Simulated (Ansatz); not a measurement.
Relaxed-ion elastic tensor of SiO2 in space group P3_121 (No. 152; Si on 3a, O on 6c) in GPa (Voigt order), the program Ansatz at the r²SCAN level (PAW); density 2.64 g/cm³, 12.62 Å³ per atom.

```
 86.3    8.8   12.3  -18.2    0.0    0.0
  8.8   86.3   12.3   18.2    0.0    0.0
 12.3   12.3    107    0.0    0.0    0.0
-18.2   18.2    0.0   59.1    0.0    0.0
  0.0    0.0    0.0    0.0   59.1  -18.2
  0.0    0.0    0.0    0.0  -18.2   38.7
```

Task: Is the crystal mechanically stable?

Result: Yes: the smallest eigenvalue of C is 28.1 GPa.

Task: Work out the Voigt, Reuss and Hill averages.

Result: K_V = 38.5, K_R = 38.0, K_H = 38.2; G_V = 47.8, G_R = 40.5, G_H = 44.2 GPa.

Task: Give Young's modulus, Poisson's ratio, Pugh's ratio and the universal anisotropy index.

Result: E = 9KG/(3K + G) = 95.7 GPa; ν = 0.08; K/G = 0.87 (brittle by the Pugh limit of 1.75); A_U = 5G_V/G_R + K_V/K_R − 6 = 0.91.

Task: Estimate the sound speeds and the Debye temperature.

Result: v_l = √((K + 4G/3)/ρ) = 6070 m/s, v_t = √(G/ρ) = 4090 m/s, mean 4470 m/s; Θ = (h/k)(3n/4πV)^(1/3) v_m = 571 K.

Task: Solve the Christoffel equation for the three sound speeds along x, y, z.

Result: Eigenvalues of C_ijkl n_j n_l equal ρv² (piezoelectric stiffening left out). In km/s, slowest first: x 3.26, 5.15, 5.72; y 3.83, 4.36, 6.02; z 4.74, 4.74, 6.36.

Task: How much does each axis shrink under pressure?

Result: Linear compressibilities β_i = Σ_j S_ij (j = 1 to 3): x 9.6, y 9.6, z 7.1 per TPa.

The cell was relaxed with r²SCAN under the symmetry of its start.

Potentials: the earlier of the program's two PAW sets. The files were generated under PBE; for other functionals the program regenerates the frozen cores, and for LDA and PBEsol the local potential too.
